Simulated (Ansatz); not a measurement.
## Pressure against volume: Li2Pt

```
CELL_PARAMETERS angstrom
4.18600 0.00000 0.00000
-2.09300 3.62518 0.00000
0.00000 0.00000 2.66100
ATOMIC_POSITIONS crystal
Li 0.33333 0.66667 0.50000
Li 0.66667 0.33333 0.50000
Pt 0.00000 0.00000 0.00000
```

The cell comes from COD entry 1523301, which wasn't checked; take it as a given geometry.

Spin–orbit coupling is left out, though it moves levels of the heavy atoms by tenths of an eV or more.

All numbers are computed: DFT, LDA, all-electron LAPW, scalar-relativistic (Ansatz 0.2.0); DFT, LDA, PAW with Ansatz's default frozen-core files, scalar-relativistic (Ansatz 0.2.0).

For LAPW: a Γ-centred 9×9×12 k mesh, Fermi–Dirac smearing of 0.03 eV, basis error target 1 meV/atom, no spin polarisation. PAW takes a cutoff of 420 eV at this cell (files made with PBE, cores remade for this functional). The Ansatz runs share mesh, smearing and spin set-up. Plane-wave (PAW) pressures include the program's estimate of the Pulay term.

The cell above is scaled evenly, with fractional coordinates and shape held.

```
V/V(cell)  V (Å³/atom)  P, LAPW (GPa)  P, PAW (GPa)  free energy over the lowest listed, PAW (meV/atom)
   0.9400       12.653           0.37          0.34                                                 0.0
   0.9600       12.922          -1.41         -1.44                                                 1.0
   0.9800       13.191          -3.00         -3.02                                                 4.7
   0.9900       13.326          -3.72         -3.75                                                 7.6
   1.0000       13.460          -4.41         -4.43                                                11.0
   1.0100       13.595          -5.05         -5.07                                                15.0
   1.0200       13.729          -5.66         -5.68                                                19.5
   1.0400       13.999          -6.77         -6.79                                                30.0
   1.0600       14.268          -7.76         -7.78                                                42.3
```

(1) What do Birch–Murnaghan fits to the pressures give?

Results:

(1) LAPW: V0 = 12.71 Å³/atom, B0 = 87 GPa, B0′ = 4.5; PAW: V0 = 12.70 Å³/atom, B0 = 87 GPa, B0′ = 4.5.
